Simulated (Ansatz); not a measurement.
Property card for HfRh$_{3}$

HfRh$_{3}$:
```xyz
4
Lattice="3.8645 0.0000 0.0000 0.0000 3.8645 0.0000 0.0000 0.0000 3.8645" Properties=species:S:1:pos:R:3 pbc="T T T"
Hf     0.0000     0.0000     0.0000
Rh     1.9323     0.0000     1.9323
Rh     0.0000     1.9323     1.9323
Rh     1.9323     1.9323     0.0000
```

Space group Pm-3m (No. 221), Cu3Au type; conventional cell a = b = c = 3.8645 Å, α = β = γ = 90.00°.

Method: LDA (plane waves, PAW; program Ansatz). Geometry: relaxed at this level of theory. Other levels are named where they apply.

**Cell and energy**

| Property | Result |
|---|---|
| Volume per atom | 14.43 Å³ |
| Density | 14.02 g/cm³ |
| Formation energy from the elements (no fitted shifts) | -0.75 eV/atom |

**Electronic structure**

| Item | Result |
|---|---|
| Electronic character | metallic (no gap) |
| Density of states at the Fermi level | 0.83 states/eV per atom (mean over ±0.08 eV) |

**Mechanics**

| Quantity | Value |
|---|---|
| Bulk modulus (Birch–Murnaghan fit) | 264 GPa |
| Pressure derivative B′ | 4.7 |
| Elastic constants (relaxed ions, GPa) | C11 = 381, C12 = 205, C44 = 176 |
| Mechanical stability | stable (all eigenvalues of C positive) |
| Hill bulk and shear moduli | 264 and 134 GPa |
| Young's modulus | 343 GPa |
| Poisson's ratio | 0.28 |
| Debye temperature from the elastic constants | 421 K |

**Phonons**

| Quantity | Value |
|---|---|
| Highest zone-centre frequency | 216 cm⁻¹ |
| Zone-centre stability | no imaginary mode at Γ |

The workflow started from a Materials Project entry (that database holds measured and hypothetical structures alike); the Crystallography Open Database files this formula in space group No. 221, but the cells were not matched. Whether it is the stable phase at ambient conditions was not checked. The cell was relaxed with LDA under the symmetry of its start. No spin polarisation was allowed. As this level gives no gap, shear constants depend on the k-mesh and smearing (Fermi–Dirac, 0.1 eV here). As this level gives no gap, phonon frequencies hold no LO–TO term and depend on the k-mesh and smearing (Fermi–Dirac, 0.1 eV here). The references are the lowest solids computed at this level, not always the standard phases. Spin–orbit coupling is left out wherever it is not named.

Potentials: the later of the program's two PAW sets.
